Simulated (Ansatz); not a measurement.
ScSi:
```xyz
4
Lattice="1.9758 -4.9107 0.0000 1.9758 4.9107 0.0000 0.0000 0.0000 3.6359" Properties=species:S:1:pos:R:3 pbc="T T T"
Sc     1.9758     3.5450     2.7269
Sc     1.9758    -3.5450     0.9090
Si     1.9758     0.8013     2.7269
Si     1.9758    -0.8013     0.9090
```

Relaxed with PBEsol. Special points in fractions of this cell's reciprocal vectors: Γ (0.000, 0.000, 0.000); Y (-0.500, 0.500, 0.000); C0 (-0.290, 0.710, 0.000); Σ0 (0.290, 0.290, 0.000); Z (0.000, 0.000, 0.500); A0 (0.290, 0.290, 0.500); E0 (-0.290, 0.710, 0.500); T (-0.500, 0.500, 0.500); S (0.000, 0.500, 0.000); R (0.000, 0.500, 0.500).

**Question.** List the band energies nearest the Fermi level at these points for the program Ansatz at the PBEsol level (PAW).

**Answer.** In eV from the Fermi level; about four levels below and three above (degenerate sets whole), none deeper than 8.9 eV; points with the same levels are listed once.

```csv
k,below,above
Γ,-3.22 -2.17 -1.48 -1.17,0.07 0.74 1.46
Y,-1.75 -1.67 -1.01 -0.51,1.22 1.36 1.80
C0,-4.98 -2.14 -2.01 -1.86,0.48 0.71 1.33
Z,-1.79 -1.79 -1.18 -1.18,2.83 2.83 3.18 3.18
A0,-2.60 -2.60 -0.28 -0.28,2.06 2.06 3.29 3.29
T,-1.39 -1.39 -0.05 -0.05,1.47 1.47 2.33 2.33
S,-4.46 -3.13 -2.13 -1.60,0.31 0.79 1.47
R,-2.55 -2.55 -0.61 -0.61,2.50 2.50 3.26 3.26
```

Space group Cmcm. The first step of the workflow began from a Materials Project structure, measured or hypothetical; the Crystallography Open Database copy checked does not list it. Whether it is the stable phase at ambient conditions was not checked. The PBEsol relaxation kept the symmetry of its start; whether a distortion lowers the energy is not shown. No spin polarisation was allowed.

Potentials: the earlier of the program's two PAW sets. The files were generated under PBE; for other functionals the program regenerates the frozen cores, and for LDA and PBEsol the local potential too.
